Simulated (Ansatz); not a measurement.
CH3F on a (111) slab of Ag (Fm-3m (No. 225)), 3 planes, outer planes Ag (top) and Ag (bottom), 1 a cell of 28.7 Å², relaxed and still whole (its atoms last):

```yaml
crystal:
  lattice:
    - [5.76066, 0.00000, 0.00000]
    - [-2.88033, 4.98888, 0.00000]
    - [0.00000, 0.00000, 24.45656]
  atoms:
    - { symbol: Ag, position: [0.33333, 0.16667, 0.32711] }
    - { symbol: Ag, position: [0.33333, 0.66667, 0.32711] }
    - { symbol: Ag, position: [0.83333, 0.16667, 0.32711] }
    - { symbol: Ag, position: [0.83333, 0.66667, 0.32711] }
    - { symbol: Ag, position: [0.66630, 0.33296, 0.42358] }
    - { symbol: Ag, position: [0.66682, 0.83300, 0.42389] }
    - { symbol: Ag, position: [0.16658, 0.33259, 0.42377] }
    - { symbol: Ag, position: [0.16638, 0.83320, 0.42378] }
    - { symbol: Ag, position: [0.99939, 0.49870, 0.51975] }
    - { symbol: Ag, position: [0.99962, 0.99957, 0.52090] }
    - { symbol: Ag, position: [0.49975, 0.49920, 0.52051] }
    - { symbol: Ag, position: [0.49997, 0.99956, 0.52020] }
    - { symbol: C, position: [0.08888, 0.75909, 0.65959] }
    - { symbol: F, position: [0.00623, 0.94638, 0.64898] }
    - { symbol: H, position: [0.94809, 0.56866, 0.63963] }
    - { symbol: H, position: [0.29114, 0.83565, 0.64268] }
    - { symbol: H, position: [0.08882, 0.73216, 0.70402] }
```

Level of theory: DFT PBE+D3(BJ), scalar-relativistic, plane waves, PAW (Ansatz 0.2.0). Plane waves to 420 eV, a k mesh through Γ of 4×4×1 on the computed 17-atom cell and Gaussian smearing (0.10 eV); no spin polarisation. A dipole correction removes the field between periodic images along c.

It binds with 0.24 eV a molecule against the clean slab and the free molecule (no zero-point or thermal terms); its shortest contact is H–Ag 2.99 Å. Take first-order desorption with no barrier to adsorption, no reaction on the face and an assumed prefactor of 10^13 s⁻¹.

(1) How long does a molecule stay at 400 K?

(2) Where does its peak lie in a desorption experiment heated at 2 K/s?

(3) Is this physisorption or chemisorption?

Spin polarisation was left out, and a magnetic state may lie lower.

Answers

(1) τ = ν⁻¹·exp(E/k_BT) with k_BT = 0.0345 eV: E/k_BT = 7.0, so τ ≈ 1×10^-10 s. At about one hit a site a second (10⁻⁶ mbar) the coverage is near τ × 1 s⁻¹, so a layer needs more than atmospheric pressure.

(2) The peak obeys E/(k_B·T_p²) = (ν/β)·exp(−E/k_BT_p). Solving gives T_p ≈ 92 K (E/k_BT_p = 30.3). An error of 0.1 eV in E moves it by about 38 K, and larger molecules have larger prefactors, which lowers it.

(3) The tightest contact, F–Ag 3.15 Å, is 1.56 times the sum of covalent radii, and deformation and lateral interaction add up to -0.04 eV; about 0.01 e cross the plane between them. This is physisorption.